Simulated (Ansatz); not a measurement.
## WC: from a starting cell to a relaxed one

The start is a generated cell, WC built in the FeB structure type. Cell shape, volume and atoms are optimised at zero target pressure with PBE (plane waves to 420 eV, PAW, scalar-relativistic; Ansatz, a program for electronic structure). The first steps use a coarse 4×7×5 k-mesh.

Starting cell:
```
CELL_PARAMETERS angstrom
      6.09900     0.00000     0.00000
      0.00000     3.26993     0.00000
      0.00000     0.00000     4.49837
ATOMIC_POSITIONS crystal
  W  0.18000 0.25000 0.12500
  W  0.32000 0.75000 0.62500
  W  0.82000 0.75000 0.87500
  W  0.68000 0.25000 0.37500
  C  0.03600 0.25000 0.61000
  C  0.46400 0.75000 0.11000
  C  0.96400 0.75000 0.39000
  C  0.53600 0.25000 0.89000
```

**Question.** How large is the pressure on the unrelaxed cell, and of which sign?

**Answer.** -27 GPa (negative: the cell is under tension).

**Question.** Which atoms feel the largest initial force, and how large is it?

**Answer.** About 0.7 eV/Å, on C5, C6, C7, C8 (atoms numbered as listed).

**Question.** By how much does the energy per atom fall from start to end?

**Answer.** 0.72 eV/atom.

**Question.** How does the volume per atom move from start to end?

**Answer.** -1.8 %, from 11.21 to 11.02 Å³/atom.

**Question.** How do the shortest distances between atoms change?

**Answer.** The closest pairs of elements (up to four, under 3.6 Å), start → end: C–C 1.96 → 2.50 Å; C–W 2.35 → 2.07 Å; W–W 2.91 → 2.89 Å.

The space group stays Pnma (No. 62) (the run could not lower it), with 8 atoms in the primitive cell. Final values are on a 9×12×11 k-mesh of the relaxed cell. No spin polarisation in the result.

The run could not lower the symmetry of its start; a shaken copy of this end point relaxes with PBE to P4₂/mcm (No. 132), 0.23 eV/atom lower.

The relaxed structure here is a generated cell of WC: the first start was made by placing the elements on the sites of a structure type, and the end was not matched to a known phase here, so it may be hypothetical. Known forms of WC include space group No. 187.
